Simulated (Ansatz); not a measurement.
A relaxed structure of PbS. These are PBEsol (plane waves to 420 eV, PAW, scalar-relativistic; Ansatz, a quantum-chemistry and plane-wave program) values and carry that method's errors.

```xyz
2
Lattice="0.0000 2.9514 2.9514 2.9514 0.0000 2.9514 2.9514 2.9514 0.0000" Properties=species:S:1:pos:R:3 pbc="T T T"
Pb     0.0000     0.0000     0.0000
S      2.9514     2.9514     2.9514
```

Q: Find the space group and the Wyckoff positions (tolerance 0.01 Å).

A: Space group Fm-3m (No. 225); a = b = c = 5.9027 Å, α = β = γ = 90.00°

```tsv
atom	site	symmetry	x	y	z
Pb	4a	m-3m	0.0000	0.0000	0.0000
S	4b	m-3m	0.5000	0.5000	0.5000
```

This is the rock salt type.

Q: Give the shortest distances between elements (the closest pairs, up to four, under 3.6 Å).

A: Pb–S 2.95 Å.

- Volume per atom: 25.71 Å³
- Density: 7.73 g/cm³
- Band gap: 0.20 eV, direct at L (no spin-orbit coupling)

No spin polarisation in the result. Spin-orbit coupling is missing; with elements this heavy it can move band edges by tenths of an eV or more.

It was reached from a disturbed copy of a P6₃mc (No. 186) cell, against which it lies -146 meV/atom.
